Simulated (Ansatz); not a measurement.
Level of theory: DFT PBE, scalar-relativistic, plane waves, PAW in Ansatz. All cells share a 420 eV cutoff and Γ-centred k meshes spaced at most about 0.3 Å⁻¹ (about 0.25 or finer for metals, 2π included). No spin polarisation in the final relaxations.

Temperature and zero-point effects are left out. All come from trial cells, and lower structures may exist.

Question: Order these relaxed structures of RbNa₂ by energy, lowest first, with the energy over the lowest of them.
A.

```
Rb Na
1.0
    -2.43968    2.43968    7.26408
     2.43968   -2.43968    7.26408
     2.43968    2.43968   -7.26408
Rb Na
1 2
Direct
  0.00000 0.00000 0.00000
  0.75000 0.25000 0.50000
  0.25000 0.75000 0.50000
```

B.

```
Rb Na
1.0
     4.08604    0.00000    0.00000
     0.00000    4.08604    0.00000
     0.00000    0.00000   10.23071
Rb Na
1 2
Direct
  0.00000 0.00000 0.00000
  0.50000 0.50000 0.32983
  0.50000 0.50000 0.67017
```

C.

```
Rb Na
1.0
     0.00000    4.62102    4.62102
     4.62102    0.00000    4.62102
     4.62102    4.62102    0.00000
Rb Na
1 2
Direct
  0.00000 0.00000 0.00000
  0.25000 0.25000 0.25000
  0.75000 0.75000 0.75000
```

Answer: A (0 meV/atom), B (60 meV/atom), C (153 meV/atom). Forms: A I4/mmm; B P4/mmm; C fluorite type, Fm-3m. Counting all near atoms (those within 1.25 times the shortest distance at each site; a plus sign parts nearer from farther groups): A has Rb 8+4, Na 4; B has Rb 12, Na 1+4; C has Rb 8, Na 4+6. Even the lowest lies +0.07 eV/atom against the elements.

Cells relaxed within their symmetry can be saddle points. Some structure types and database cells were kept out of the candidates from the start, so a known form may be missing.
